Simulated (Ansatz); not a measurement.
FeS2:
```cif
data_Fe2S4
_chemical_formula_sum 'Fe2 S4'
_space_group_name_H-M_alt 'P 1'
_space_group_IT_number 1
_cell_length_a 4.43877
_cell_length_b 5.40953
_cell_length_c 3.38957
_cell_angle_alpha 90.000
_cell_angle_beta 90.000
_cell_angle_gamma 90.000
loop_
_space_group_symop_operation_xyz
  'x, y, z'
loop_
_atom_site_label
_atom_site_type_symbol
_atom_site_fract_x
_atom_site_fract_y
_atom_site_fract_z
_atom_site_occupancy
Fe1 Fe 0.00000 0.00000 0.00000 1
Fe2 Fe 0.50000 0.50000 0.50000 1
S1 S 0.20626 0.37517 0.00000 1
S2 S 0.79374 0.62483 0.00000 1
S3 S 0.70626 0.12483 0.50000 1
S4 S 0.29374 0.87517 0.50000 1
```

Relaxed with PBE.

Q: Which orbitals make up the states near the band edges in DFT-PBE in the program Ansatz with PAW potentials?

A: Top 1 eV of the valence band: Fe 3d 85 %, S 3p 10 %. Bottom 1 eV of the conduction band: Fe 3d 53 %, S 3p 36 %, S 3s 8 %. Projections are on Löwdin-orthogonalised atomic valence shells; empty p or d shells of many metals are not among them.

Q: Tabulate the density of states.

A: States/eV per cell of 6 atoms, in 0.25 eV bins, energy from the valence-band maximum.

```tsv
E (eV)	total	S 3p	Fe 3d	S 3s
-7.85	0.00	0.00	0.00	0.00
-7.60	0.35	0.30	0.02	0.00
-7.35	2.06	1.75	0.15	0.04
-7.10	4.28	3.59	0.37	0.10
-6.85	4.16	3.42	0.40	0.12
-6.60	3.58	2.83	0.44	0.15
-6.35	2.28	1.74	0.29	0.10
-6.10	2.52	1.98	0.26	0.11
-5.85	2.57	1.97	0.34	0.13
-5.60	2.72	2.05	0.42	0.14
-5.35	3.08	2.31	0.53	0.13
-5.10	2.64	1.93	0.51	0.10
-4.85	3.18	2.30	0.67	0.09
-4.60	4.12	2.90	1.02	0.08
-4.35	5.39	3.68	1.48	0.09
-4.10	5.71	3.83	1.62	0.10
-3.85	5.32	3.39	1.67	0.10
-3.60	4.36	2.81	1.32	0.09
-3.35	4.81	3.24	1.32	0.10
-3.10	4.01	2.83	0.96	0.08
-2.85	4.78	3.48	1.06	0.09
-2.60	3.96	2.89	0.89	0.06
-2.35	1.98	1.34	0.55	0.03
-2.10	1.23	0.77	0.40	0.02
-1.85	0.86	0.47	0.35	0.01
-1.60	4.72	1.32	3.13	0.08
-1.35	6.79	1.40	5.02	0.10
-1.10	6.28	0.87	5.06	0.05
-0.85	12.57	0.91	11.08	0.07
-0.60	3.90	0.48	3.22	0.03
-0.35	10.14	1.01	8.78	0.06
-0.10	3.65	0.71	2.79	0.02
0.15	0.00	0.00	0.00	0.00
0.40	0.00	0.00	0.00	0.00
0.65	0.00	0.00	0.00	0.00
0.90	0.52	0.06	0.38	0.07
1.15	4.19	1.19	2.43	0.44
1.40	6.62	2.22	3.60	0.58
1.65	5.62	2.30	2.77	0.35
1.90	7.15	3.51	3.05	0.30
2.15	5.70	3.11	2.15	0.19
2.40	3.13	1.77	1.12	0.08
2.65	5.02	3.00	1.69	0.08
2.90	5.99	3.74	1.92	0.06
3.15	2.89	1.68	1.05	0.02
3.40	1.08	0.60	0.42	0.01
3.65	0.09	0.05	0.03	0.00
3.90	0.00	0.00	0.00	0.00
4.15	0.00	0.00	0.00	0.00
4.40	0.00	0.00	0.00	0.00
4.65	0.00	0.00	0.00	0.00
4.90	0.00	0.00	0.00	0.00
5.15	0.03	0.00	0.00	0.00
5.40	0.51	0.04	0.02	0.01
5.65	0.93	0.07	0.03	0.02
```

Space group Pnnm. The cell was relaxed with PBE under the symmetry of its start; phonons on a q-mesh show no instability. The workflow began spin-polarised and lost its moments.

Potentials: the later of the program's two PAW sets.
